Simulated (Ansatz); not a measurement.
The runs began from a structure in Materials Project; this end point is another cell, not compared with measured phases.

The end point of a relaxation of ScOF. Space group P2₁/m (No. 11). All values below come from PBEsol (plane waves to 420 eV, PAW, scalar-relativistic; Ansatz, a program for electronic structure).

Space group P2₁/m (No. 11); a = 3.8958 Å, b = 3.3863 Å, c = 5.3726 Å, α = γ = 90.00°, β = 106.79°

```tsv
atom	site	symmetry	x	y	z
Sc	2e	m	0.8237	0.2500	0.1920
O	2e	m	0.2649	0.2500	0.0499
F	2e	m	0.2358	0.2500	0.5623
```

```json
{
  "volume_per_atom": "11.31 Å³",
  "band_gap": "4.50 eV, indirect (valence top at B, conduction bottom at Γ) (no spin-orbit coupling)",
  "smallest_direct_gap": "4.54 eV at Γ",
  "shortest_distances": "O–Sc 2.07 Å; F–Sc 2.17 Å; F–F 2.45 Å; F–O 2.59 Å",
  "k-mesh": "9×10×7"
}
```

Band energies at high-symmetry points (eV from the VBM; labels of this space group; no spin-orbit coupling), from −5 eV up to 5.5 eV:

```csv
point,energies
Γ,-4.86 -4.49 -4.33 -4.22 -3.29 -2.87 -2.55 -2.34 -1.47 -1.15 -0.53 -0.04 4.50 5.11 5.33
Z,-4.43 -4.43 -3.93 -3.93 -2.98 -2.98 -2.33 -2.33 -2.04 -2.04 -0.70 -0.70 4.94 4.94 5.34 5.34
D,-4.48 -4.48 -3.77 -3.77 -3.16 -3.16 -2.44 -2.44 -1.74 -1.74 -0.90 -0.90 4.98 4.98
B,-4.59 -4.47 -4.15 -3.74 -3.19 -3.08 -2.49 -2.40 -2.26 -1.76 -0.42 0.00 4.75 5.14 5.41
A,-4.33 -4.24 -4.21 -3.43 -3.39 -3.19 -2.39 -2.28 -1.86 -1.72 -1.66 -1.45 4.82 5.08 5.52
E,-4.86 -4.86 -3.93 -3.93 -3.56 -3.56 -2.22 -2.22 -1.20 -1.20 -1.01 -1.01 5.12 5.12 5.44 5.44
C2,-4.23 -4.23 -2.92 -2.92 -2.32 -2.32 -0.98 -0.98 -0.91 -0.91 5.13 5.13
Y2,-4.78 -4.72 -4.31 -3.46 -3.32 -3.11 -2.42 -1.96 -1.91 -1.83 -1.04 -0.73 4.76 4.97 5.31 5.42
```

No spin polarisation in the result.

It was reached from a disturbed copy of a P4/nmm (No. 129) cell, against which it lies -52 meV/atom.
